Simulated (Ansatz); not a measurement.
P2W in space group Cmc2_1 (No. 36; P on 4a, P on 4a, W on 4a), DFT-PBE in the program Ansatz with PAW potentials, all energies at zero smearing, with the estimated change up to a 700 eV cutoff added, with one set of potentials and settings (totals compare only within such a set). Cell of 6 atoms (4 P, 2 W): -23794.784 eV.

| element | reference phase | E (eV/atom) |
|---|---|---|
| P | Cmce, 4 atoms in the cell | -755.6743 |
| W | Im-3m, 1 atoms in the cell | -10384.8193 |

Formation energy per atom, worked out: (-23794.784 − 4×(-755.6743) − 2×(-10384.8193))/6 = -0.408 eV/atom (-39 kJ per mol of atoms), at 0 K, without zero-point energy or fitted corrections.

The first step of the workflow began from a Materials Project structure, measured or hypothetical; the Crystallography Open Database files this formula in space group No. 36, but the cells were not matched. Whether it is the stable phase at ambient conditions was not checked. The cell was relaxed with PBE under the symmetry of its start; whether a distortion lowers the energy is not shown. No spin polarisation was allowed. The references are the lowest solids computed at this level, not always the standard phases. Scalar-relativistic: spin–orbit coupling is off unless named, which matters more the heavier the elements.

Potentials: the later of the program's two PAW sets.
